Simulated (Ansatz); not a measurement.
Relaxed-ion elastic tensor of CdS (zinc blende, F-43m) in GPa (Voigt order), plane-wave PAW r²SCAN (Ansatz code); density 4.73 g/cm³, 25.38 Å³ per atom.

|  | 1 | 2 | 3 | 4 | 5 | 6 |
|---|---|---|---|---|---|---|
| 1 | 72.8 | 54.4 | 54.4 | 0.0 | 0.0 | 0.0 |
| 2 | 54.4 | 72.8 | 54.4 | 0.0 | 0.0 | 0.0 |
| 3 | 54.4 | 54.4 | 72.8 | 0.0 | 0.0 | 0.0 |
| 4 | 0.0 | 0.0 | 0.0 | 25.8 | 0.0 | 0.0 |
| 5 | 0.0 | 0.0 | 0.0 | 0.0 | 25.8 | 0.0 |
| 6 | 0.0 | 0.0 | 0.0 | 0.0 | 0.0 | 25.8 |

Q: Is the crystal mechanically stable?

A: Yes: the smallest eigenvalue of C is 18.4 GPa.

Q: Work out the Voigt, Reuss and Hill averages.

A: K_V = 60.5, K_R = 60.5, K_H = 60.5; G_V = 19.2, G_R = 15.0, G_H = 17.1 GPa.

Q: Give Young's modulus, Poisson's ratio, Pugh's ratio and the universal anisotropy index.

A: E = 9KG/(3K + G) = 46.8 GPa; ν = 0.37; K/G = 3.55 (ductile by the Pugh limit of 1.75); A_U = 5G_V/G_R + K_V/K_R − 6 = 1.39.

Q: Estimate the sound speeds and the Debye temperature.

A: v_l = √((K + 4G/3)/ρ) = 4200 m/s, v_t = √(G/ρ) = 1900 m/s, mean 2140 m/s; Θ = (h/k)(3n/4πV)^(1/3) v_m = 217 K.

Q: Give the Zener ratio and Young's modulus along [100], [110] and [111].

A: A = 2C44/(C11 − C12) = 2.80; 1/E = S11 − 2(S11 − S12 − S44/2)Γ with Γ = 0, 1/4, 1/3 gives 26.3, 48.6, 67.7 GPa.

The cell was relaxed with r²SCAN under the symmetry of its start; phonons on a q-mesh show no instability.

Potentials: the later of the program's two PAW sets.
